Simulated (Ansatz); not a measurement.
Clean, relaxed (110) surface of Ta, space group Fm-3m (No. 225) (top face towards +c; atoms held fixed, by place in the list: 1, 2, 3):

```
CELL_PARAMETERS angstrom
2.95259 0.00000 0.00000
0.00000 4.17559 0.00000
0.00000 0.00000 24.38147
ATOMIC_POSITIONS crystal
Ta 0.50000 0.50000 0.34863
Ta 0.00000 0.00000 0.40918
Ta 0.50000 0.50000 0.46973
Ta 0.00000 0.00000 0.52964
Ta 0.50000 0.50000 0.59447
Ta 0.00000 0.00000 0.64452
```

Theory: DFT PBEsol, scalar-relativistic, plane waves, PAW in Ansatz. Cutoff 420 eV; k points 10×7×1 on the computed 6-atom cell (Γ-centred); Gaussian smearing, width 0.10 eV; no spin polarisation. A dipole correction removes the field between periodic images along c.

E_ads counts from the clean slab and the free adsorbate (spin-polarised where it has unpaired electrons); negative means bound. With the adsorbate the cell is lengthened along c to keep the vacuum.

Q: F (atom) is put at the top (Ta) at (0.00, 0.00) site, one adsorbate per 12.3 Å². What structure does it relax to?

A: E_ads = -6.04 eV. Contacts: F–Ta 1.85 Å.

```yaml
crystal:
  lattice:
    - [2.95259, 0.00000, 0.00000]
    - [0.00000, 4.17559, 0.00000]
    - [0.00000, 0.00000, 26.38147]
  atoms:
    - { symbol: Ta, position: [0.50000, 0.50000, 0.32220] }
    - { symbol: Ta, position: [0.00000, 0.00000, 0.37816] }
    - { symbol: Ta, position: [0.50000, 0.50000, 0.43411] }
    - { symbol: Ta, position: [0.00000, 0.00000, 0.49115] }
    - { symbol: Ta, position: [0.50000, 0.50000, 0.55032] }
    - { symbol: Ta, position: [0.00000, 0.00000, 0.60525] }
    - { symbol: F, position: [0.00000, 0.00000, 0.67548] }
```

Each end is the local minimum or symmetric point that its start leads to. This isn't the usual crystal structure of Ta. The slab is only 7.4 Å thick, so the energies aren't converged with thickness.

Spin polarisation was left out, and a magnetic state may lie lower.